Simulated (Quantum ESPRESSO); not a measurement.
# ZrW3Ag2Sn2: one composition in several site orders

A calculation, not a measurement. The program is pw.x of Quantum ESPRESSO 7.5 (plane-wave density functional theory). The cell is made up: eight metal atoms on a face-centred cubic lattice, with elements, volume, strain and displacements drawn at random and not relaxed, so it may be unstable or far from any real phase. PseudoDojo standard norm-conserving files set the functional (PBE unless stated); there is no spin polarisation or spin-orbit coupling, the Fermi-Dirac width of 0.25 eV means electrons at about 2900 K, and the masses in the input are unused placeholders. The tin pseudopotential is less sure than most, with forces differing by about three percent from a second method on plain tin. Heavy elements are run without spin-orbit coupling, which real alloys of them have. A spin test at this wide smearing found no moment, but such smearing suppresses magnetism that the real alloy may have.

The runs put one composition on the sites in different orders. Cell, positions, cutoff, mesh and smearing stay as in the input of run 1; sites are counted in its order. Stress in the tables is positive in tension.

Input of run 1:

```
&control calculation='scf', pseudo_dir='./dojo.nc.sr.pbe.v0_5.standard.upf', outdir='./o', disk_io='minimal', tprnfor=.true., tstress=.true. /
&system ibrav=0, nat=8, ntyp=4, nbnd=73, ecutwfc=82.02448710, nosym=.true., tot_charge=0,
 occupations='smearing', smearing='fd', degauss=0.0183746611
/
&electrons conv_thr=1.470e-08, electron_maxstep=70, mixing_beta=0.5 /
ATOMIC_SPECIES
Ag 1.0 Ag.upf
Sn 1.0 Sn.upf
W 1.0 W.upf
Zr 1.0 Zr.upf
CELL_PARAMETERS angstrom
0.0 4.3336 0.0
-4.3336 0.0 -4.3336
-4.3336 0.0 4.3336
ATOMIC_POSITIONS angstrom
Zr -0.1476 0.0051 0.1025
W -2.203 0.0234 2.1643
Ag -2.2469 -0.0736 -2.1218
Ag -4.3727 -0.0643 0.0012
Sn -2.1245 2.1651 0.0542
W -4.5048 2.218 2.2019
W -4.3508 2.1432 -2.316
Sn -6.5342 2.047 -0.081
K_POINTS automatic
5 4 4 1 1 1
```

```
run  elements on sites 1 to 8  free energy less that of run 1 (eV)  -TS (eV)  pressure (GPa)  stress xx (GPa)  stress yy (GPa)  stress zz (GPa)  stress yz (GPa)  stress xz (GPa)  stress xy (GPa)  iterations
  1      Zr W Ag Ag Sn W W Sn                                0.000    -1.410           -9.79            10.75            10.35             8.26            -0.18            -1.46             0.22          16
  2      Ag Ag W Zr Sn W Sn W                                0.071    -1.479           -9.88             8.43            12.47             8.74            -0.71            -1.44            -0.60          16
  3      Zr Sn W W Ag W Ag Sn                                0.018    -1.346          -11.00            12.56            10.68             9.76            -1.14             0.91            -0.28          15
  4      W Zr Sn W W Ag Ag Sn                                0.308    -1.490           -9.70            14.00            11.29             3.82            -0.65             0.08            -0.19          15
  5      Sn W Zr W W Ag Sn Ag                                0.423    -1.469           -9.84            11.05             8.03            10.45            -0.51             1.84             0.24          16
  6      W W Ag W Sn Ag Zr Sn                               -0.183    -1.430          -10.26            11.94             9.62             9.20            -0.29            -0.14             0.28          16
```

Forces Fx Fy Fz (eV/Å):

| site | run 1 | run 2 | run 3 | run 4 | run 5 | run 6 |
| --- | --- | --- | --- | --- | --- | --- |
| 1 | 1.30 -0.22 -0.91 | 0.94 -0.08 -0.98 | 0.74 -0.37 -1.43 | -1.00 -0.03 -0.23 | 0.51 -0.17 -2.15 | 0.21 -0.08 0.02 |
| 2 | -0.38 -0.28 -0.05 | -0.86 -0.22 0.69 | -1.01 -0.42 -0.63 | -0.35 -0.58 -1.06 | -0.15 -0.29 -1.09 | 0.17 -0.49 -0.57 |
| 3 | -0.02 0.24 -0.16 | 1.96 -0.01 -1.35 | 1.42 -0.01 0.41 | 0.04 0.23 0.87 | 0.33 0.43 0.17 | 0.28 0.24 -0.16 |
| 4 | 0.01 0.06 0.03 | -0.73 0.18 0.35 | -0.01 -0.16 0.58 | 0.92 0.03 0.25 | 1.46 0.13 -0.30 | 0.30 0.16 -0.28 |
| 5 | -1.49 -0.05 0.27 | -1.25 -0.17 -0.68 | -1.17 -0.09 -0.54 | -0.46 -0.08 0.03 | -2.99 -0.10 1.52 | -1.45 -0.08 -0.05 |
| 6 | 1.27 -0.27 -0.13 | -0.84 0.02 -0.56 | -0.86 0.29 -1.18 | 0.62 -0.27 -0.33 | 0.84 -0.35 -0.71 | 0.32 -0.20 -0.26 |
| 7 | -0.81 -0.04 1.15 | 0.80 -0.02 1.18 | 0.49 0.11 1.19 | 0.06 0.09 0.76 | -0.50 0.07 2.55 | -0.01 0.02 1.80 |
| 8 | 0.12 0.56 -0.21 | -0.02 0.29 1.33 | 0.40 0.65 1.61 | 0.18 0.61 -0.28 | 0.50 0.28 0.00 | 0.19 0.43 -0.51 |

The sites are displaced and not relaxed, so the energy differences mix bonding between neighbours with strain and are not ordering energies. A rerun of one cell of this series at a higher cutoff and on a denser mesh moved values by no more than 0.008 eV in energy, 0.07 GPa in stress and 0.016 eV/Å in force, and a second program with other atomic files agreed on that cell to 2 % rms in force and 0.5 GPa in pressure.